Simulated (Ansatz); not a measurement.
This run works on a generated trial structure, not on a known crystal.

Input and command of a plane-wave DFT calculation in Ansatz:

```yaml
crystal:
  lattice:
    - [2.8803062022, 0.0, 0.0]
    - [0.0, 2.8803062022, 0.0]
    - [0.0, 0.0, 8.5567234786]
  atoms:
    - { symbol: Al, position: [0.5, 0.5, 0.8297160879] }
    - { symbol: Al, position: [0.5, 0.5, 0.5] }
    - { symbol: Al, position: [0.5, 0.5, 0.1702839121] }
    - { symbol: Co, position: [0.0, 0.0, 0.6670222658], spin: -0.52 }
    - { symbol: Co, position: [0.0, 0.0, 0.3329777342], spin: -0.52 }
    - { symbol: Ni, position: [0.0, 0.0, 0.0] }
basis:
  ecutwfc: 420
kpoints:
  mp_grid: { grid: [14, 14, 6] }
hamiltonian:
  xc: pbe
scf:
  occupations: { method: gaussian, width: 0.1 }
output:
  forces: true
  stress: true
  eigenvalues: true
  populations: true
  write_density: true
  write_potential: true
  elf: true
  volumetric_format: npy
magnetization:
  spin_polarized: true
relax:
  adjacent_minimum: "off"
  f_tol: 0.01
  max_steps: 80
  cell: { stress_tol: 0.05 }
```

```bash
ansatz run input.yaml --threads 1 --pin off --max-ram 2560MiB --backend cpu --events-out ev --progress --plain --runs-dir out
```

Processor: Intel(R) Xeon(R) Platinum 8488C (Sapphire Rapids), 1 thread, on a host shared with other jobs.

Problem. Estimate time, memory and problem size.

Solution. About 2.6 min, peak memory 0.87 GiB. It solves 38 bands at 144 k points (after reduction by symmetry) with about 1385 plane waves (on the last cell), in 44 SCF iterations over 4 ionic steps.
